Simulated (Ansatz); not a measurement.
Level of theory: Ansatz, DFT PBE, scalar-relativistic, plane waves, PAW. All cells share a 420 eV cutoff and Γ-centred k meshes spaced about 0.3 Å⁻¹ or finer (0.25 for metals, 2π included). No spin polarisation.

A search over trial structures of Sc₂Ga₄S gave this relaxed cell.

```cif
data_structure
_symmetry_space_group_name_H-M 'P-3m1'
_symmetry_Int_Tables_number 164
_cell_length_a 4.1176
_cell_length_b 4.1176
_cell_length_c 9.4463
_cell_angle_alpha 90.000
_cell_angle_beta 90.000
_cell_angle_gamma 120.000
_cell_volume 138.70
loop_
_atom_site_label
_atom_site_type_symbol
_atom_site_symmetry_multiplicity
_atom_site_Wyckoff_symbol
_atom_site_fract_x
_atom_site_fract_y
_atom_site_fract_z
_atom_site_occupancy
Sc1 Sc 2 d 0.33333 0.66667 0.13956 1
Ga1 Ga 2 c 0.00000 0.00000 0.63405 1
Ga2 Ga 2 d 0.33333 0.66667 0.69731 1
S1 S 1 a 0.00000 0.00000 0.00000 1
```

Q: Is this structure dynamically stable?

A: It is locally stable on this q mesh, but a lower structure lies near. The phonons on a 2×2×1 q mesh of the computed 7-atom cell show no imaginary mode. (Phonon run: 12×12×4 k mesh, Gaussian smearing of 0.10 eV.) With atoms moved at random and symmetry off, it falls by 58 meV/atom into C2/m (No. 12). Conventional cell: a = 7.129 Å, b = 4.087 Å, c = 9.589 Å, β = 107.8°. Sc is surrounded by 3 S at 2.72 Å, 3 Ga at 2.82–2.90 Å, 3 Ga at 3.21–3.26 Å and 3 Sc at 3.55–3.58 Å; Ga on its first site is surrounded by 3 Ga at 2.45 Å, 1 Ga at 2.74 Å, 2 Ga at 2.93 Å and 3 Sc at 3.21–3.26 Å; Ga on its second site is surrounded by 3 Ga at 2.45 Å, 1 Ga at 2.74 Å and 3 Sc at 2.82–2.90 Å; S has 6 Sc at 2.72 Å.

```xyz
7
Lattice="3.5643 -2.0433 0.0000 3.5643 2.0433 0.0000 -2.9333 0.0000 9.1297" Properties=species:S:1:pos:R:3 pbc="T T T"
Sc    2.3660    0.0000    1.3318
Sc    1.8292    0.0000    7.7979
Ga    4.1552    0.0000    5.5811
Ga   -0.6035    0.0000    6.2142
Ga    0.0400    0.0000    3.5486
Ga    4.7987    0.0000    2.9155
S     0.0000    0.0000    0.0000
```

Phonons of metals hang on the k mesh and the smearing.
